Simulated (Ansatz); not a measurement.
The start is a generated cell, KF placed in the rocksalt structure type. A full variable-cell relaxation at zero pressure is run with PBEsol (plane waves to 420 eV, PAW, scalar-relativistic; Ansatz, a first-principles code). First-step values are on the input's coarse k-mesh.

Ansatz input (later rounds restart from its end on a renewed k-mesh):
Ansatz 0.2 input:
```yaml
crystal:
  lattice:
    - [0, 2.643109, 2.643109]
    - [2.643109, 0, 2.643109]
    - [2.643109, 2.643109, 0]
  atoms:
    - { symbol: F, position: [0, 0, 0] }
    - { symbol: K, position: [0.5, 0.5, 0.5] }
basis: { ecutwfc: 420, ecutrho_ratio: 4, xc_grid: 2, fft_grid_basis: typed }
kpoints: { mp_grid: { grid: [8, 8, 8] } }
hamiltonian:
  xc: pbesol
  dispersion: none
  pseudopotentials: { kind: paw }
scf: { occupations: { method: fermi_dirac, width: 0.05 } }
relax: { f_tol: 0.01, max_steps: 100, cell: { stress_tol: 0.02 } }
output: { forces: true, stress: true }
```

### Question
By how much does the energy per atom fall from start to end?

### Answer
Under 1 meV/atom.

### Question
How do the shortest distances between atoms change?

### Answer
The closest pairs of elements (up to four, under 3.6 Å), start → end: F–K 2.64 → 2.65 Å.

### Question
What band gap does the relaxed structure have at this level?

### Answer
6.15 eV, direct at Γ (no spin-orbit coupling).

The space group stays Fm-3m (No. 225) (the run could not lower it); the end is rock salt type, with 2 atoms in the primitive cell. Final values are on a 11×11×11 k-mesh of the relaxed cell. No spin polarisation in the result.

The run could not lose the symmetry of its start; a randomly shaken copy of 2 atoms returns to this structure.

All atoms sit on sites fixed by symmetry, so only the cell could relax.
